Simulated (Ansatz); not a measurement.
MgTl: zone-centre modes under pressure

MgTl, Pm-3m, a = 3.570 Å. The structure is a COD entry; whether it is the stable form wasn't checked. Ansatz: LDA, PAW, 420 eV, Γ-centred 12×12×12 mesh on 2 atoms, Fermi-Dirac smearing 0.15 eV; no spin polarisation. Cell and atoms are relaxed at each pressure with the symmetry kept; optical modes at Γ by linear response, in cm⁻¹, the highest.

```tsv
P (GPa)	V (Å³/atom)	ω1
0	22.744	151.8
5	20.764	180.7
15	18.492	?
```

Task: Get the mode's Grüneisen parameter γ = −d ln ω/d ln V from the other rows and predict the missing frequency.

Result: ln(V/V0) = 0.0000, -0.0911, -0.2070; a line through ln(ω/ω0) of the 2 known rows gives ω1: γ = 1.913, predicted 225.6, computed 221.3. The miss is 1.9 %: γ isn't constant over this range. In a metal these frequencies hang on the mesh and smearing.

Spin–orbit coupling is left out, which can shift energies with elements as heavy as these.